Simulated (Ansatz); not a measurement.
## GaSb: computed property card

GaSb:
Space group I-4m2 (No. 119); a = b = 5.381 Å, c = 3.073 Å, α = β = γ = 90.00°

```tsv
atom	site	symmetry	x	y	z
Ga	2d	-4m2	0.5000	0.0000	0.2500
Sb	2a	-4m2	0.0000	0.0000	0.0000
```
(The calculation used a cell of 2 atoms; values per cell refer to that cell.)

Space group I-4m2 (No. 119); conventional cell a = 5.3814 Å, b = 5.3814 Å, c = 3.0733 Å, α = 90.00°, β = 90.00°, γ = 90.00°.

Method: LDA (plane waves, PAW; program Ansatz). Structure relaxed to zero pressure with the same functional. Other levels are named where they apply.

### Cell and energy

```json
{
  "volume_per_atom": "22.25 Å³",
  "density": "7.15 g/cm³",
  "Formation energy from the elements (no fitted shifts)": "0.024 eV/atom"
}
```

### Electronic structure

```json
{
 "electronic_character": "metallic (no gap)",
 "Density of states at the Fermi level": "0.37 states/eV per atom (mean over ±0.08 eV)"
}
```

### Mechanics

```json
{
 "Bulk modulus (Birch–Murnaghan fit)": "64.8 GPa",
 "Pressure derivative B′": "4.9"
}
```

### Phonons

```json
{
  "highest_zone_centre_frequency": "153 cm^-1",
  "zone_centre_stability": "no imaginary mode at Γ"
}
```

The first step of the workflow began from a Materials Project structure, measured or hypothetical; the Crystallography Open Database copy checked does not list it. It is not the phase usual at ambient conditions (space group No. 216). The LDA relaxation kept the symmetry of its start. As this level gives no gap, phonon frequencies hold no LO–TO term and depend on the k-mesh and smearing (Fermi–Dirac, 0.1 eV here). The references are the lowest solids computed at this level, not always the standard phases. Scalar-relativistic: spin–orbit coupling is off unless named, which matters more the heavier the elements.

Potentials: the later of the program's two PAW sets.
